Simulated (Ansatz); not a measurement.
MoPt:
```yaml
crystal:
  lattice:
    - [2.73031, 0.00000, 0.00000]
    - [0.00000, 2.73031, 0.00000]
    - [0.00000, 0.00000, 4.13408]
  atoms:
    - { symbol: Pt, position: [0.00000, 0.00000, 0.00000] }
    - { symbol: Mo, position: [0.50000, 0.50000, 0.50000] }
```

Relaxed with PBE. Special points in fractions of this cell's reciprocal vectors: Γ (0.000, 0.000, 0.000); X (0.000, 0.500, 0.000); M (0.500, 0.500, 0.000); Z (0.000, 0.000, 0.500); R (0.000, 0.500, 0.500); A (0.500, 0.500, 0.500).

Task: List the band energies nearest the Fermi level at these points for PBE (plane waves, PAW; program Ansatz).

Result: In eV from the Fermi level; about four levels below and three above (degenerate sets whole), none deeper than 8.9 eV; points with the same levels are listed once.

```csv
k,below,above
Γ,-3.24 -3.24 -2.96 -1.36 -0.97,1.48 2.50 2.50
X,-3.34 -3.06 -2.60 -2.24,0.10 1.45 1.87
M,-7.02 -6.62 -6.35 -6.35,0.15 0.19 1.70 1.70
Z,-2.55 -2.55 -1.30 -1.28,0.81 0.81 2.71
R,-3.49 -2.99 -2.32 -0.41,0.39 0.44 1.36
A,-4.72 -2.96 -2.96 -2.87,0.16 0.68 4.59
```

Space group P4/mmm (L1₀ or tetragonal B2). The start of the workflow was typed in or built on a structure type; neither database checked (COD, Materials Project) lists it. Its standing as an ambient phase is unchecked. The cell was relaxed with PBE under the symmetry of its start; whether a distortion lowers the energy is not shown. No spin polarisation was allowed. Spin–orbit coupling is left out wherever it is not named.

Potentials: the earlier of the program's two PAW sets.
